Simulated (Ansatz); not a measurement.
## BN: energy along a strain

BN, P6_3mc, a = 2.544 Å, c = 4.208 Å. This isn't the usual stable structure of the compound. Ansatz: r2SCAN, PAW, 500 eV, Γ-centred 12×12×6 mesh on 4 atoms, Gaussian smearing 0.05 eV; no spin polarisation. Cell vectors (Å): 2.544 0.000 0.000; -1.272 2.203 0.000; 0.000 0.000 4.208. The cell is strained by x per cent times the pattern (1 1 0 0 0 0) in the order xx yy zz yz xz xy (engineering shears), with fractional coordinates held. y is the free energy over the start, V0 = 5.896 Å³/atom.

```tsv
x (%)	y (meV/atom)
-6.00	172.43
-4.50	?
-3.00	39.82
-1.50	9.57
0.00	0.00
1.50	8.86
3.00	34.08
4.50	73.82
5.25	98.58
6.00	126.34
```

Fit y = c2 x² + c3 x³ to the other rows, get the stiffness along the pattern, and predict the missing energy.

Least squares on the rows shown. y = 4.1433 x² − 0.10716 x³. The clamped-ion stiffness p·C·p = 2 × 41.43 eV × 160.2 / 5.896 Å³ = 2252 GPa. At x = -4.50 the fit asked for gives 93.67 meV/atom. The run gave 93.21 meV/atom, so the fit is 0.46 meV/atom too high, within twice the rms miss on the fitted rows (0.25 meV/atom).

Cost: 10 runs of about 0.88 core-minutes in all, on Arm Neoverse V2 (shared hosts).